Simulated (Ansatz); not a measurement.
This cell of WB2 (space group P6_3/mmc) is off equilibrium:

```yaml
crystal:
  lattice:
    - [3.03231, 0.00000, 0.00000]
    - [-1.51616, 2.62606, 0.00000]
    - [0.00000, 0.00000, 14.06191]
  atoms:
    - { symbol: B, position: [0.33333, 0.66667, 0.52332] }
    - { symbol: B, position: [0.66667, 0.33333, 0.47668] }
    - { symbol: B, position: [0.66667, 0.33333, 0.02332] }
    - { symbol: B, position: [0.33333, 0.66667, 0.97668] }
    - { symbol: B, position: [0.00000, 0.00000, 0.25000] }
    - { symbol: B, position: [0.00000, 0.00000, 0.75000] }
    - { symbol: B, position: [0.66667, 0.33333, 0.25000] }
    - { symbol: B, position: [0.33333, 0.66667, 0.75000] }
    - { symbol: W, position: [0.33333, 0.66667, 0.13558] }
    - { symbol: W, position: [0.66667, 0.33333, 0.86442] }
    - { symbol: W, position: [0.66667, 0.33333, 0.63558] }
    - { symbol: W, position: [0.33333, 0.66667, 0.36442] }
```

Calculation: PBEsol (plane waves to 420 eV, PAW, scalar-relativistic; Ansatz, a quantum-chemistry and plane-wave program). k mesh 14×14×3 (Γ-centred), Fermi-Dirac smearing 0.05 eV. E stands for the smeared free energy. Stress and pressure are positive under compression. Spin-orbit coupling is left out, though W is heavy. WB2 is run without spin polarisation. WB2 was relaxed with its symmetry unable to fall.

Problem. What is the stress tensor (GPa)?

Solution. 
```
   -9.0      0.0      0.0
    0.0     -9.0      0.0
    0.0      0.0    -10.3
```
The pressure, a third of the trace, is -9.4 GPa.

Problem. It is the relaxed cell scaled evenly to V/V₀ = 1.030, atoms relaxed where free. What is its energy relative to the relaxed cell?

Solution. 8 meV/atom.

(Under strain, the slope of the energy per volume gives the stress and its curvature an elastic modulus.)
